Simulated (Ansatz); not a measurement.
# Property card for Si$_{2}$W

Si2W:
```xyz
6
Lattice="0.0000 3.9342 4.4589 2.2784 0.0000 4.4589 2.2784 3.9342 0.0000" Properties=species:S:1:pos:R:3 pbc="T T T"
Si     2.2784     5.2252     4.4589
Si     2.2784     2.6433     4.4589
Si     3.4176     4.6104     6.6884
Si     3.4176     7.1923     6.6884
W      0.0000     0.0000     0.0000
W      1.1392     1.9671     2.2295
```

Space group Fddd (No. 70); conventional cell a = 4.5568 Å, b = 7.8685 Å, c = 8.9179 Å, α = 90.00°, β = 90.00°, γ = 90.00°.

Method: PBEsol in the plane-wave PAW code Ansatz. The cell and atoms are relaxed at this level. Other levels are named where they apply.

Cell and energy:

```
Quantity                                                       Value
-----------------------------------------------------  -------------
Volume per atom                                             13.32 Å³
Density                                                   9.97 g/cm³
Formation energy from the elements (no fitted shifts)  -0.33 eV/atom
```

Electronic structure:

```
Property                                                                     Value
------------------------------------  --------------------------------------------
Electronic character                                             metallic (no gap)
Density of states at the Fermi level  0.29 states/eV per atom (mean over ±0.08 eV)
```

Mechanics:

```
Property                                Value
----------------------------------  ---------
Bulk modulus (Birch–Murnaghan fit)  2300 kbar
Pressure derivative B′                    4.5
```

The cell is a constructed one: a structure type filled with these elements; neither database checked (COD, Materials Project) lists it. It is not the phase usual at ambient conditions (space group No. 139). The PBEsol relaxation kept the symmetry of its start; whether a distortion lowers the energy is not shown. No spin polarisation was allowed. The references are the lowest solids computed at this level, not always the standard phases. Spin–orbit coupling is left out wherever it is not named.

Potentials: the later of the program's two PAW sets.
